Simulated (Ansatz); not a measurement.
Space group P-3m1 (No. 164). a = 2.780 Å, b = 2.780 Å, c = 6.196 Å, α = 90.00°, β = 90.00°, γ = 120.00°
```tsv
atom	site	symmetry	x	y	z
V	2d	3m.	0.6667	0.3333	0.3021
N	1b	-3m.	0.0000	0.0000	0.5000
N	2c	3m.	0.0000	0.0000	0.1074
```

Equation of state of this V2N3 structure (not necessarily the ground state), with shape and atoms relaxed at each volume where symmetry leaves them free. It has no gap at any of these volumes. All numbers below come from DFT PBEsol, scalar-relativistic, plane waves, PAW in Ansatz 0.2.0.

Settings: cutoff 420 eV, Γ-centred mesh 12×12×6 on the computed 5-atom cell, Gaussian smearing of 0.10 eV; no spin polarisation.

```csv
V (Å³/atom),E − E(largest V) (meV/atom),P (GPa)
7.796,6.03,22.61
8.044,-19.30,10.40
8.293,-27.08,0.00
8.542,-19.93,-8.90
8.791,0.00,-16.44
```

Q: Fit a third-order Birch–Murnaghan equation to E(V).

A: V0 = 8.29 Å³/atom, B0 = 321 GPa, B0' = 4.3.

Spin polarisation was left out, and a magnetic state may lie lower.